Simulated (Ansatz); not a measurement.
RbPbF3:
Space group Pm-3m (No. 221); a = 4.7861 Å, b = 4.7861 Å, c = 4.7861 Å, α = 90.00°, β = 90.00°, γ = 90.00°

```json
[
 {"atom": "Rb", "site": "1a", "symmetry": "m-3m", "x": "0.0000", "y": "0.0000", "z": "0.0000"},
 {"atom": "Pb", "site": "1b", "symmetry": "m-3m", "x": "0.5000", "y": "0.5000", "z": "0.5000"},
 {"atom": "F", "site": "3c", "symmetry": "4/mm.m", "x": "0.0000", "y": "0.5000", "z": "0.5000"}
]
```

Relaxed with PBEsol. Independent-particle spectrum: no excitons, no local fields, no scissors shift; 0.1 eV broadening; ε₁ of the summed bands alone.

Problem. Tabulate the dielectric function from DFT-PBEsol in the program Ansatz with PAW potentials.

Solution. 

| E (eV) | ε₁ xx | ε₂ xx |
|---|---|---|
| 0.0 | 3.03 | 0.00 |
| 0.4 | 3.04 | 0.00 |
| 0.8 | 3.07 | 0.00 |
| 1.2 | 3.12 | 0.00 |
| 1.6 | 3.20 | 0.00 |
| 2.0 | 3.33 | 0.00 |
| 2.4 | 3.54 | 0.00 |
| 2.8 | 4.08 | 0.15 |
| 3.2 | 4.14 | 0.75 |
| 3.6 | 4.22 | 1.12 |
| 4.0 | 4.43 | 1.67 |
| 4.4 | 4.40 | 3.31 |
| 4.8 | 2.73 | 4.24 |
| 5.2 | 0.41 | 2.22 |
| 5.6 | 1.05 | 1.10 |
| 6.0 | 1.68 | 0.63 |
| 6.4 | 2.60 | 0.58 |
| 6.8 | 3.33 | 2.01 |
| 7.2 | 1.92 | 2.90 |
| 7.6 | 0.68 | 2.04 |
| 8.0 | 1.28 | 1.20 |
| 8.4 | 1.55 | 1.31 |
| 8.8 | 1.65 | 1.23 |
| 9.2 | 1.23 | 1.69 |
| 9.6 | 1.18 | 0.88 |
| 10.0 | 1.51 | 0.89 |
| 10.4 | 1.79 | 1.24 |
| 10.8 | 1.68 | 1.26 |
| 11.2 | 1.58 | 1.62 |
| 11.6 | 1.33 | 1.19 |
| 12.0 | 1.52 | 1.57 |

Problem. From ε at 4.7 eV (xx: 3.12 + 3.88i), find n, k, the normal reflectivity and the absorption coefficient.

Solution. n = 2.01, k = 0.964, R = 20 %, α = 2kE/ħc = 460000 cm⁻¹.

With all bands, ε∞ without local fields is 3.19. DFPT, with local fields, gives 2.92.

The workflow started from a Materials Project entry (that database holds measured and hypothetical structures alike); the Crystallography Open Database copy checked does not list it. Its standing as an ambient phase is unchecked. Symmetry was held in the PBEsol relaxation; its stability against distortions is not shown here. Scalar-relativistic: spin–orbit coupling is off unless named, which matters more the heavier the elements.

Potentials: the later of the program's two PAW sets.
